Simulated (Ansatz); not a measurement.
H4NF:
```yaml
crystal:
  lattice:
    - [4.34326, 0.00000, 0.00000]
    - [-2.17163, 3.76137, 0.00000]
    - [0.00000, 0.00000, 7.03548]
  atoms:
    - { symbol: H, position: [0.53384, 0.06769, 0.92457] }
    - { symbol: H, position: [0.46616, 0.53384, 0.42457] }
    - { symbol: H, position: [0.93231, 0.46616, 0.92457] }
    - { symbol: H, position: [0.46616, 0.93231, 0.42457] }
    - { symbol: H, position: [0.53384, 0.46616, 0.92457] }
    - { symbol: H, position: [0.06769, 0.53384, 0.42457] }
    - { symbol: H, position: [0.33333, 0.66667, 0.22409] }
    - { symbol: H, position: [0.66667, 0.33333, 0.72409] }
    - { symbol: N, position: [0.33333, 0.66667, 0.37466] }
    - { symbol: N, position: [0.66667, 0.33333, 0.87466] }
    - { symbol: F, position: [0.33333, 0.66667, 0.99775] }
    - { symbol: F, position: [0.66667, 0.33333, 0.49775] }
```

Relaxed with LDA. Special points in fractions of this cell's reciprocal vectors: Γ (0.000, 0.000, 0.000); M (0.500, 0.000, 0.000); K (0.333, 0.333, 0.000); A (0.000, 0.000, 0.500); L (0.500, 0.000, 0.500); H (0.333, 0.333, 0.500).

Q: List the band energies nearest the valence-band maximum at these points for DFT-LDA in the program Ansatz with PAW potentials.

A: In eV from the valence-band maximum; about four levels below and three above (degenerate sets whole), none deeper than 8.9 eV; points with the same levels are listed once.

```
k                          below                  above
-  -----------------------------  ---------------------
Γ  -0.60 -0.60 -0.58 -0.35 -0.35         6.03 8.72 9.52
M        -0.35 -0.34 -0.09 -0.03         8.51 8.99 9.48
K         -0.29 -0.18 -0.18 0.00         8.51 9.66 9.66
A        -0.47 -0.47 -0.47 -0.47  7.06 7.06 11.52 11.52
L        -0.22 -0.22 -0.20 -0.20    8.84 8.84 9.92 9.92
H        -0.23 -0.23 -0.14 -0.14  9.00 9.00 10.08 10.08
```

Space group P6_3mc. The workflow started from a Materials Project entry (that database holds measured and hypothetical structures alike); the Crystallography Open Database files this formula in space group No. 186, but the cells were not matched. Its standing as an ambient phase is unchecked. The cell was relaxed with LDA under the symmetry of its start; phonons on a q-mesh show no instability. A crystal of weakly bound molecules computed without a dispersion correction: the cell and the soft elastic constants depend strongly on that.

Potentials: the later of the program's two PAW sets.
